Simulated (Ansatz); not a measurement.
Notes on BAsO$_{3}$

```
CELL_PARAMETERS angstrom
2.46585 4.27097 0.00000
-2.46585 4.27097 0.00000
0.00000 -2.84731 5.25978
ATOMIC_POSITIONS crystal
O 0.95163 0.25000 0.75000
O 0.54837 0.95163 0.75000
O 0.25000 0.54837 0.75000
O 0.04837 0.75000 0.25000
O 0.45163 0.04837 0.25000
O 0.75000 0.45163 0.25000
As 0.00000 0.00000 0.00000
As 0.50000 0.50000 0.50000
B 0.25000 0.25000 0.75000
B 0.75000 0.75000 0.25000
```

Single point in Ansatz 0.2.0 with PBE, no spin polarisation. Cutoff 420 eV, PAW datasets, 6×6×6 Γ-centred k mesh, gaussian filling (width 0.1156 eV).

(1) What is the character of the valence top and the conduction bottom?

(2) Is the cell too large or too small?

(3) Is there a gap, and of what kind?

(4) Is it stable against the elements?

(5) Where is the largest force?

Origin: a known structure type with other elements, at an estimated volume, so it need not be a known compound. Caveats: atoms or cell far from equilibrium.

Results:

(1) Within 0.7 eV of the edges, the states project mainly on O p (65 %) and As s (23 %) below the gap and on As p (68 %) above it.

(2) The pressure is -12.0 GPa (compression positive), so with the atoms held at these fractions the cell would first shrink; the forces are large, so a full relaxation may end otherwise. The principal stresses -17.8, -17.8, -0.3 GPa differ, so its shape would change too.

(3) The gap is 1.82 eV, indirect (the least direct gap found is 2.20 eV).

(4) -1.48 eV an atom against the elements' usual phases (free molecules for gases, crystals otherwise, with no correction for O₂ or N₂), so it is bound against them; other compounds may still compete. Relaxing would lower it.

(5) The largest is on O2 (and as large on other atoms): 2.73 eV/Å, components (-2.73, 0.00, 0.00). It makes 0° with the line to a nearest neighbour, B9 at 1.47 Å, pointing towards it.
